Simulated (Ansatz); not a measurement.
### Question
Name crystals whose computed values (r²SCAN in the plane-wave PAW code Ansatz) fall in these windows: B₀ by P(V) fit (GPa) 59 to 73; highest Γ mode, no LO–TO term (cm⁻¹) 1200 to 1500.

### Answer


| crystal | B₀ by P(V) fit (GPa) | highest Γ mode, no LO–TO term (cm⁻¹) |
|---|---|---|
| LiC6, P6/mmm (Li on 1a, C on 6k) | 67.9 | 1423 |
Others may fit too.

Standing as an ambient phase not checked: LiC6, P6/mmm (Li on 1a, C on 6k). The cell was relaxed under the symmetry of its start.

Potentials: the later of the program's two PAW sets.
